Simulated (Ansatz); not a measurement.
The slice is one period of a {100} plane through atoms; its size isn't given.

Computed with r2SCAN (plane waves to 500 eV, PAW, scalar-relativistic; Ansatz, an electronic-structure program). Near the nuclei the fields are pseudised (PAW); where an atom keeps semicore shells as valence, they peak there.

```
|99988765443333222223333445678899|
|99987655443333222223333445567899|
|88887654443332222222333444567888|
|88776554433332222222333344556778|
|77665544333322222222233334455667|
|66555443333222222222223333445556|
|55544433332222111112222333344455|
|44444333322221111111222233334444|
|44443333222211111111122223333444|
|33333332222111111111112222333333|
|33333322221111000001111222233333|
|33333222211110000000111122223333|
|33322222111100000000011112222233|
|32222221111000000000001111222222|
|22222221111000000000001111222222|
|22222221111000000000001111222222|
|22222221111000000000001111222222|
|32222221111000000000001111222222|
|33322222111100000000011112222233|
|33333222211110000000111122223333|
|33333322221111000001111222233333|
|33333332222111111111112222333333|
|44443333222211111111122223333444|
|44444333322221111111222233334444|
|55544433332222111112222333344455|
|66555443333222222222223333445556|
|77665544333322222222233334455667|
|88776554433332222222333344556778|
|88887654443332222222333444567888|
|99987655443333222223333445567899|
|99988765443333222223333445678899|
|99988765443333322233333445678899|
```
Scale: ten equal steps from -1.53 (start of '0') to 1.53 (end of '9'), in the order '0123456789'. Values: log₁₀ of the valence density in e/Å³. The map has 32 points along u (one character each, u = 0 at the left) and 32 along v (v = 0 in the bottom row). The scale is logarithmic, as a density can span decades between atoms and voids.

```
|xxxx3578999998766678999998753xxx|
|xxxx4678999998665668999998764xxx|
|xxx356889999876555678999988653xx|
|33456788999876544456789998876543|
|55667888888765443445678888887665|
|77788888887654332334567888888877|
|88888888776543222223456778888888|
|99999887765432211122345677889999|
|99999887654321111111234567889999|
|99999876543211000001123456789999|
|99998765432110000000112345678999|
|99987654321100000000011234567899|
|88876543211000000000001123456788|
|77665432210000000000000122345667|
|66654432110000000000000112344566|
|66554322110000000000000112234556|
|66654432110000000000000112344566|
|77665432210000000000000122345667|
|88876543211000000000001123456788|
|99987654321100000000011234567899|
|99998765432110000000112345678999|
|99999876543211000001123456789999|
|99999887654321111111234567889999|
|99999887765432211122345677889999|
|88888888776543222223456778888888|
|77788888887654332334567888888877|
|55667888888765443445678888887665|
|33456788999876544456789998876543|
|xxx356889999876555678999988653xx|
|xxxx4678999998665668999998764xxx|
|xxxx3578999998766678999998753xxx|
|xxxx3578999998766678999998753xxx|
```
Scale: ten equal steps from 0.01 (start of '0') to 0.67 (end of '9'), in the order '0123456789'. Values: electron localisation function (ELF). The map has 32 points along u (one character each, u = 0 at the left) and 32 along v (v = 0 in the bottom row). Points within 0.4 Å of a nucleus are blanked (x), as the pseudised field means little there.

Task: Which relaxed crystal do these maps come from?
A) BeTe (zinc blende)
B) CuI (zinc blende)
C) BAs (zinc blende)
D) HgTe (zinc blende)

Result: C, BAs (zinc blende). Atoms on the slice: As at (0.00, 0.00)

All were relaxed with their symmetry unable to fall. At this level the bands of HgTe touch or barely overlap. CuI is run without spin polarisation. Spin-orbit coupling is left out.
